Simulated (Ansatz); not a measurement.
**Run record: ZnO**

The cell (4 atoms) is ZnO as an experimental structure (space group P6_3mc). Source: COD entry 2300114, which need not be the ambient phase.

These are results of DFT, PBE, PAW, plane waves, scalar-relativistic in Ansatz, not measurements.

Input file:

```yaml
crystal:
  lattice:
    - [3.21900183, 0.0, 0.0]
    - [-1.60950091, 2.78773736, 0.0]
    - [0.0, 0.0, 5.1489]
  atoms:
    - { symbol: Zn, position: [0.33333333, 0.66666667, 0.0] }
    - { symbol: Zn, position: [0.66666667, 0.33333333, 0.5] }
    - { symbol: O, position: [0.33333333, 0.66666667, 0.3816] }
    - { symbol: O, position: [0.66666667, 0.33333333, 0.8816] }
hamiltonian:
  xc: pbe
  pseudopotentials: { kind: paw }
basis:
  ecutwfc: 420
kpoints:
  mp_grid: { grid: [8, 8, 5] }
scf:
  occupations: { method: fermi_dirac, width: 0.03 }
  lower_state_search: "off"
  algorithm: density_mixing
  max_iter: 80
  mixing: { algorithm: msr1, preconditioner: resta }
output:
  forces: true
  stress: true
```

Launched as:
```sh
ansatz run input.yaml --threads 2 --pin off --max-ram 5120MiB --backend cpu --events-out ev --progress --plain --runs-dir out
```

Program output, abridged:

```
Pseudopotentials: kind: paw
Pseudopotential: Zn, paw, valence charge 12, recommended cutoff 420 eV (normal), Zn.paw.azcp
Pseudopotential: O, paw, valence charge 6, recommended cutoff 420 eV (normal), O.paw.azcp
Functional definition: PBE
Crystal: 4 atoms, lattice volume = 46.205 Å³
Basis set: ecut = 420 eV, 929 PW (Γ), exchange–correlation on 48×48×72 points (8 copies of the dense FFT grid, shifted against one another)
Bands: 22, of which v1, the nominal top of the filled ones, is band 18 counted from 1 (17 counted from 0)
Symmetry: 12 space group operations
Space group: P63mc (ITA 186), of the structure as read, at distance tolerance 3.6e-5 Å
k-points: 30 of 320 (time reversal used)
Non-local potential: Zn, projectors of the file, l = 0: 2, l = 1: 2, l = 2: 3, l = 3: 1
Non-local potential: O, projectors of the file, l = 0: 2, l = 1: 2, l = 2: 1
Initial density: superposition of atomic densities (neutral atoms: chi_scale 0, normalization atom), corrected by the library's trained network
Initial wavefunctions: pseudopotential atomic-orbital guess
Functional: x = pbe(κ = 0.804, μ = 0.2195149727645171), c = pbe(β = 0.06672455060314922)
SCF iter   1: F=—  HF=-7773.602691 eV  |F-HF|=—  |Δ(HF+E_count)|=         —  Δρ=7.79e-4  dr2=1.00e-4  ethr=1.77e-3  ⟨swp⟩=6.1  Hψ=3037  notcnv=0
preconditioner: resta → Resta (q_TF=auto, 2.617 Å⁻¹)  ε∞=7.5, the Penn estimate 7.454894532861564  [insulator: Δε(μ)=0.852 eV  Ē_g=12.901 eV  σ=0.030 eV  W_gap=1.00  ℏωp=32.8 eV]
SCF iter   2: F=—  HF=-7773.603647 eV  |F-HF|=—  |Δ(HF+E_count)|=   9.56e-4  Δρ=4.11e-4  dr2=2.65e-5  ethr=2.78e-7  ⟨swp⟩=2.6  Hψ=1605  notcnv=0
SCF iter   3: F=—  HF=-7773.603791 eV  |F-HF|=—  |Δ(HF+E_count)|=   1.44e-4  Δρ=2.32e-4  dr2=1.19e-5  ethr=7.36e-8  ⟨swp⟩=2.0  Hψ=1132  notcnv=0
SCF iter   4: F=—  HF=-7773.603831 eV  |F-HF|=—  |Δ(HF+E_count)|=   4.02e-5  Δρ=7.74e-5  dr2=2.07e-6  ethr=3.29e-8  ⟨swp⟩=2.0  Hψ=1182  notcnv=0
SCF iter   5: F=—  HF=-7773.603831 eV  |F-HF|=—  |Δ(HF+E_count)|=   1.18e-7  Δρ=2.29e-5  dr2=2.34e-7  ethr=5.75e-9  ⟨swp⟩=2.7  Hψ=1180  notcnv=0
SCF iter   6: F=-7773.603831 eV  HF=-7773.603831 eV  |F-HF|=4.05e-8  |Δ(HF+E_count)|=   3.15e-7  Δρ=1.28e-5  dr2=4.59e-8  ethr=2.78e-10  ⟨swp⟩=4.1  Hψ=2391  notcnv=0
SCF 1 converged in 6 iterations: F = -7773.603831 eV  dr2 = 4.59e-8
  greatest PAW one-centre occupation: 0.987 electrons in one spin orbital (limit 2), on the Zn atom at site 1 (counted from 0), in its partial waves of l = 2
SCF converged after 6 iterations
Free energy (F): -7773.603831 eV
Harris-Foulkes:  -7773.603831 eV  (|F-HF|=4.05e-8)
Internal energy: -7773.603831 eV  (E = F + TS)
E sigma→0 (E₀):  -7773.603831 eV
Fermi energy:    8.118462 eV
--- Per-component energies (eV) ---
  E_band       = 78.386342
  E_kinetic    = 613.674760
  E_local      = -3958.374223  (includes V_loc(G=0)·N_el)
  E_nonlocal   = 1335.596612
  E_hartree    = 1628.677325
  E_xc         = -420.698386
  E_vxc        = -290.874785  (∫ρ·V_xc dr)
  E_paw        = -3980.396585  (= ΣΔE_a)
  E_vpaw       = -879.000200  (= ΣTr[D̂ρ^β])
  E_aug_tail   = 0.004248  (compensation charges beyond the density's cutoff)
  E_ewald      = -2992.087582
  E_smearing   = -0.000000  (= −TS)
  E_closure    = 0.000000  (closes the sum)
  Σ components = -7773.603831   (vs F -7773.603831, Δ=0.00e0)
--- Forces (eV/Å), atoms counted from 1 ---
  atom   1  Zn    -0.00000000    -0.00000000     0.00101548
  atom   2  Zn     0.00000000     0.00000000     0.00101548
  atom   3  O      0.00000000     0.00000000    -0.00102837
  atom   4  O     -0.00000000    -0.00000000    -0.00102837
  max |Σ_I F_I| component: 2.58e-5 eV/Å
--- Stress (GPa, compression-positive) ---
        9.394595       0.000000      -0.000000
        0.000000       9.394595       0.000000
       -0.000000       0.000000      10.151419
  P = ⅓ Tr σ = 9.6469 GPa (96.469 kbar)
```

Gaps of semilocal functionals run low against measured ones.

The run took 1.4 s on 2 threads of Arm Neoverse V2, on a shared host, peak memory 0.32 GiB.
